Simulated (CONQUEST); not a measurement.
Input and output of a self-consistent single point for Si₂W (I4/mmm, 6 atoms in the cell; from Materials Project mp-1620, changed as shown) (CONQUEST).

Method: PBE, numerical atomic orbitals double-zeta with polarisation (the shipped basis), PseudoDojo norm-conserving potentials made for PBE (CONQUEST).

The change in words: lattice vector c scaled by 0.98. Reference geometry (I4/mmm):
```
CELL_PARAMETERS angstrom
      3.21473     0.00000     0.00000
      0.00000     3.21473     0.00000
      0.00000     0.00000     7.80206
ATOMIC_POSITIONS crystal
  Si 0.00000 0.00000 0.33499
  Si 0.50000 0.50000 0.16501
  Si 0.50000 0.50000 0.83499
  Si 0.00000 0.00000 0.66501
  W  0.00000 0.00000 0.00000
  W  0.50000 0.50000 0.50000
```

Reference input (self-consistent single point, DFT, PBE, numerical atomic orbitals double-zeta with polarisation (the shipped basis), PseudoDojo norm-conserving potentials made for PBE): basis = DZP; Diag.MPMeshX, Y, Z = 5 5 2; potentials = PseudoDojo norm-conserving PBE; Grid.GridCutoff = 140 Ha; DM.SolutionMethod = diagon; Diag.kT = 0.003675 Ha; Diag.GammaCentred = true; minE.SCTolerance = 1.0e-06; SC.MaxIters = 100; SC.LinearMixingFactor = 0.5; SC.KerkerPreCondition = true; SC.KerkerFactor = 0.5 1/bohr. This run's input differs from it in these lines:

```diff
@@ -33,3 +33,3 @@
      0.000000000      6.074959265      0.000000000
-     0.000000000      0.000000000     14.743756608
+     0.000000000      0.000000000     14.448881854
 6
```

Output, abridged:

```
    new_SC_potl: Starting.  Tolerance:  0.10000E-05

    PulayMixSC: Starting Pulay mixing, A_up =  0.500 A_dn =  0.500
    PulayMixSC: Spin non-polarised calculation.
    PulayMixSC: with Kerker preconditioning, q0 =  0.500
          Harris-Foulkes Energy            :     -4589.330284740597563 eV
          GroundState Energy (E-(1/2)TS)   :     -4589.342216620964791 eV
          Free Energy (E-TS)               :     -4589.354148501332929 eV
          DFT Total Energy                 :     -4589.055886754277708 eV
          Total number of electrons        :        43.999999999997506
   [... lines left out ...]
          Total number of electrons        :        44.000050584791751
    PulayMixSC: Pulay iteration    15 residual:              0.10382E-05
          Harris-Foulkes Energy            :     -4589.108747469710579 eV
          GroundState Energy (E-(1/2)TS)   :     -4589.122193345584492 eV
          Free Energy (E-TS)               :     -4589.135639221457495 eV
          DFT Total Energy                 :     -4589.108747391634097 eV
          Total number of electrons        :        44.000048727673239
    PulayMixSC: Pulay iteration    16 residual:              0.46278E-06
    PulayMixSC: Reached SCF tolerance of  0.46278E-06 after     16 iterations
      | Number of electrons      =        44.000049
      |* band energy as 2Tr[K.H] =     -1174.090766427665358 eV
      |  screened ion-ion energy =     -3155.195411590649655 eV
      |  Ha correction           =         9.222343663522617 eV
      |  XC correction           =      -269.044879125117632 eV
      | GS Energy as E-(1/2)TS   =     -4589.122193345584492 eV
      | Free Energy as E-TS      =     -4589.135639221457495 eV
      |* Harris-Foulkes energy   =     -4589.108747469710579 eV
      |* DFT total energy        =     -4589.108747391634097 eV
      |  estimated accuracy      =        -0.000000078077229 eV

    force: Forces on atoms (eV/a0)
    force:  Atom   X              Y              Z
   [... lines left out ...]
    force: Maximum force :        0.16518322(eV/a0) on atom         4 in z direction
   [... lines left out ...]
    force: Force Residual:        0.13487153 eV/a0
    force: Total stress:         -8.81761911     0.00000000     0.00000000 GPa
                             0.00000000    -8.81761911     0.00000000
                             0.00000000     0.00000000   -22.99454713
    force: Average pressure:     13.54326179 GPa

    force: Finished force
    get_E_and_F: Change in energy during last step of electronic optimisation:  0.14088E-06
```

The run converged in 16 iterations. CONQUEST prints the stress tensor with tension positive. Against the reference run the free energy rises by 27.9 meV/atom, the pressure goes from 8.09 to 13.54 GPa and the largest force goes from 0.229 to 0.312 eV/Å.

The program uses no crystal symmetry, so grid and mesh can part values that symmetry would make equal. The atom-centred basis is finite, which shifts total energies, pressures and forces against plane waves. The structure comes from a collection of computed structures, made at another level of theory; the collection holds predicted forms beside known ones. No clean gap shows at this smearing width and mesh (spacing up to 0.41 Å⁻¹); the mesh is coarse for partly filled bands, so the values carry mesh errors.

Cost on one core: roughly 4 core-minutes.
